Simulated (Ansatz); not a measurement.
## Guessed and relaxed cells of AlSn

Recipe of this trial structure of AlSn: random cell by space group and Wyckoff sites (Cmmm, No. 65). Its size is a rough estimate.

start.cif

```cif
data_structure
_symmetry_space_group_name_H-M 'P 1'
_symmetry_Int_Tables_number 1
_cell_length_a 5.0179
_cell_length_b 5.0179
_cell_length_c 6.1640
_cell_angle_alpha 90.000
_cell_angle_beta 90.000
_cell_angle_gamma 109.451
_cell_volume 146.35
loop_
_atom_site_label
_atom_site_type_symbol
_atom_site_fract_x
_atom_site_fract_y
_atom_site_fract_z
_atom_site_occupancy
Al1 Al 0.83084 0.16916 0.00000 1
Al2 Al 0.16916 0.83084 0.00000 1
Al3 Al 0.00000 0.00000 0.50000 1
Sn1 Sn 0.00000 0.50000 0.50000 1
Sn2 Sn 0.50000 0.00000 0.50000 1
Sn3 Sn 0.50000 0.50000 0.00000 1
```

Level of theory: DFT PBE, scalar-relativistic, plane waves, PAW in Ansatz. Cutoff 420 eV, Gaussian smearing, Γ-centred meshes. Cell and atoms relax first on a coarse mesh and then on a finer one. In between, the cell is made exact in the group found at 0.06 Å. In metals the finer mesh still leaves noise of several meV/atom or more. The steps can't lower the symmetry of their start. No spin polarisation.

end.cif

```cif
data_structure
_symmetry_space_group_name_H-M 'P 1'
_symmetry_Int_Tables_number 1
_cell_length_a 5.6658
_cell_length_b 5.6658
_cell_length_c 4.6413
_cell_angle_alpha 90.000
_cell_angle_beta 90.000
_cell_angle_gamma 101.576
_cell_volume 145.96
loop_
_atom_site_label
_atom_site_type_symbol
_atom_site_fract_x
_atom_site_fract_y
_atom_site_fract_z
_atom_site_occupancy
Al1 Al 0.83792 0.16208 0.00000 1
Al2 Al 0.16208 0.83792 0.00000 1
Al3 Al 0.00000 0.00000 0.50000 1
Sn1 Sn 0.00000 0.50000 0.50000 1
Sn2 Sn 0.50000 0.00000 0.50000 1
Sn3 Sn 0.50000 0.50000 0.00000 1
```

The symmetry stays Cmmm (No. 65). The volume per atom stays near 24.3 Å³. The shortest distance goes from 2.51 Å (Al–Sn) to 2.72 Å (Al–Al). The energy falls by about 0.30 eV/atom (the start's value is from the coarse mesh).

| Item | Value |
| --- | --- |
| Volume per atom | 24.33 Å³ |
| Density | 4.97 g/cm³ |
| Energy over the elements | +0.24 eV/atom |
| Gap on the 8×8×8 mesh of the 6-atom cell | 0 eV (a metal) |

Formation energies are uncorrected and refer to the elements' standard structures at the same level. The references include grey tin. It can't be a ground state, since the elements alone are lower.

The last run used Gaussian smearing of 0.10 eV. Symmetry constrained the relaxation, so the result can be a saddle point. In all, the 3 runs took 2.8 min on 1 thread of AMD EPYC 9R45 96-Core Processor (Zen 5), with other jobs on the host. Another cell of AlSn relaxed alike, in P-6m2 (a Materials Project cell), lies 41 meV/atom lower, so this cell isn't the stable form at this level.
